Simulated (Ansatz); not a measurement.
**Data sheet: SiB (DFT)**

SiB:
```
SiB
1.0
    3.13461     0.00000     0.00000
   -1.56730     2.71465     0.00000
    0.00000     0.00000     5.87981
Si B
2 2
Cartesian
  0.00000   1.80977   2.08985
  1.56730   0.90488   5.02976
  0.00000   1.80977   0.11502
  1.56730   0.90488   3.05492
```

Space group P6_3mc (No. 186), wurtzite; conventional cell a = b = 3.135 Å, c = 5.880 Å, α = β = 90.00°, γ = 120.00°.

Method: plane-wave PAW PBEsol (Ansatz code). Structure relaxed to zero pressure with the same functional. Other levels are named where they apply.

### Cell and energy

```yaml
volume_per_atom: 12.51 Å³
density: 2.58 g/cm³
Formation energy from the elements (no fitted shifts): 0.38 eV/atom
```

### Electronic structure

```yaml
electronic_character: metallic (no gap)
Density of states at the Fermi level: 0.32 states/eV per atom (mean over ±0.08 eV)
```

### Mechanics

```yaml
Bulk modulus (Birch–Murnaghan fit): 125 GPa
Pressure derivative B′: 4.0
Elastic constants (relaxed ions, GPa): C11 = 100.0, C12 = 158, C13 = 93.7, C33 = 367, C44 = 84.4
mechanical_stability: unstable (C has a negative eigenvalue)
```

### Phonons

```yaml
highest_zone_centre_frequency: 99.3 meV
zone_centre_stability: no imaginary mode at Γ
```

The workflow started from a Materials Project entry (that database holds measured and hypothetical structures alike); the Crystallography Open Database copy checked does not list it. Its standing as an ambient phase is unchecked. Symmetry was held in the PBEsol relaxation. Its formation energy is positive at this level, so the cell may be metastable or incomplete. As this level gives no gap, shear constants depend on the k-mesh and smearing (Fermi–Dirac, 0.1 eV here). As this level gives no gap, phonon frequencies hold no LO–TO term and depend on the k-mesh and smearing (Fermi–Dirac, 0.1 eV here). On the denser mesh and wider smearing of the elastic run this cell carries a stress of 0.4 GPa. The references are the lowest solids computed at this level, not always the standard phases.

Potentials: the later of the program's two PAW sets.
